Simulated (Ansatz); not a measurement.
**Is this LaScCl6 structure stable?**

It was reached by relaxing an invented guess, and it needn't be the stable form of this composition.

All numbers below come from DFT PBE, scalar-relativistic, plane waves, PAW (Ansatz 0.2.0). The final run on the 8-atom cell used 420 eV, a Γ-centred 4×4×4 mesh, 0.02 eV smearing and no spin polarisation.

```cif
data_structure
_symmetry_space_group_name_H-M 'Fm-3m'
_symmetry_Int_Tables_number 225
_cell_length_a 10.5721
_cell_length_b 10.5721
_cell_length_c 10.5721
_cell_angle_alpha 90.000
_cell_angle_beta 90.000
_cell_angle_gamma 90.000
_cell_volume 1181.64
loop_
_atom_site_label
_atom_site_type_symbol
_atom_site_symmetry_multiplicity
_atom_site_Wyckoff_symbol
_atom_site_fract_x
_atom_site_fract_y
_atom_site_fract_z
_atom_site_occupancy
La1 La 4 a 0.00000 0.00000 0.00000 1
Sc1 Sc 4 b 0.50000 0.00000 0.00000 1
Cl1 Cl 24 e 0.73632 0.00000 0.00000 1
```

Formation energies are uncorrected and refer to the elements' standard structures at the same level (Cl₂ as a molecule).

**Question.** These tests were run: energy against the elements; phonons at Γ. What do they show?

**Answer.**

```tsv
test	result
energy against the elements	−2.227 eV/atom
phonons at Γ	imaginary modes down to 31i cm⁻¹
```

It fails one test: phonons at Γ. So it isn't even a local minimum.

The run for the phonons used a 4×4×4 k mesh.
